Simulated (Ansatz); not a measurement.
TaN:
```cif
data_NTa
_chemical_formula_sum 'Ta1 N1'
_space_group_name_H-M_alt 'P 1'
_space_group_IT_number 1
_cell_length_a 3.09340
_cell_length_b 3.09340
_cell_length_c 3.09340
_cell_angle_alpha 60.000
_cell_angle_beta 60.000
_cell_angle_gamma 60.000
loop_
_space_group_symop_operation_xyz
  'x, y, z'
loop_
_atom_site_label
_atom_site_type_symbol
_atom_site_fract_x
_atom_site_fract_y
_atom_site_fract_z
_atom_site_occupancy
Ta1 Ta 0.50000 0.50000 0.50000 1
N1 N 0.00000 0.00000 0.00000 1
```

Relaxed with PBEsol.

Q: Decompose the optical modes at the zone centre into irreducible representations, and say which are infrared and Raman allowed.

A: Point group m-3m: Γ_opt = T1u. Infrared: T1u. Raman: none.

Q: Assign frequencies (DFPT, DFT-PBEsol in the program Ansatz with PAW potentials).

A: T1u 411 cm⁻¹.

Space group Fm-3m (rock salt). The PBEsol relaxation kept the symmetry of its start; of distortions, only those at the zone centre were tested. The run is not spin-polarised. As this level gives no gap, phonon frequencies hold no LO–TO term and depend on the k-mesh and smearing (Fermi–Dirac, 0.1 eV here). Scalar-relativistic: spin–orbit coupling is off unless named, which matters more the heavier the elements.

Potentials: the earlier of the program's two PAW sets.
